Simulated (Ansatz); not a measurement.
The relaxed structure here is a generated cell of LiNbO3: the first start was made by a random draw of sites in a space group, and the end was not matched to a known phase here, so it may be hypothetical. Known forms of LiNbO3 include space group No. 161.

The end point of a relaxation of LiNbO₃. All values below come from PBEsol (plane waves to 420 eV, PAW, scalar-relativistic; Ansatz, a quantum-chemistry and plane-wave program).

```
CELL_PARAMETERS angstrom
      3.43283     0.00000     0.00000
     -1.71641     2.97292     0.00000
      0.00000     0.00000    12.15199
ATOMIC_POSITIONS crystal
  Li 0.00000 0.00000 0.00000
  Li 0.33333 0.66667 0.50000
  Nb 0.00000 0.00000 0.29008
  Nb 0.00000 0.00000 0.70992
  O  0.66667 0.33333 0.61519
  O  0.66667 0.33333 0.38481
  O  0.00000 0.00000 0.85607
  O  0.00000 0.00000 0.14393
  O  0.33333 0.66667 0.72195
  O  0.33333 0.66667 0.27805
```

Task: Find the space group and the Wyckoff positions (tolerance 0.01 Å).

Result: Space group P-6m2 (No. 187); a = 3.4328 Å, b = 3.4328 Å, c = 12.1520 Å, α = 90.00°, β = 90.00°, γ = 120.00°

| atom | site | symmetry | x | y | z |
|---|---|---|---|---|---|
| Li | 1a | -6m2 | 0.0000 | 0.0000 | 0.0000 |
| Li | 1d | -6m2 | 0.3333 | 0.6667 | 0.5000 |
| Nb | 2g | 3m. | 0.0000 | 0.0000 | 0.2901 |
| O | 2i | 3m. | 0.6667 | 0.3333 | 0.3848 |
| O | 2g | 3m. | 0.0000 | 0.0000 | 0.1439 |
| O | 2h | 3m. | 0.3333 | 0.6667 | 0.2780 |

Task: Give the shortest distances between elements (the closest pairs, up to four, under 3.6 Å).

Result: Li–O 1.75 Å; Nb–O 1.78 Å; O–O 2.37 Å; Li–Nb 3.23 Å.

| Property | Value |
|---|---|
| Volume per atom | 12.40 Å³ |
| Band gap | 2.49 eV, direct within 0.03 eV (at K) (no spin-orbit coupling) |
| Smallest direct gap | 2.50 eV at K |

No spin polarisation in the result.

The run could not lose the symmetry of its start, so the end can be a saddle point.
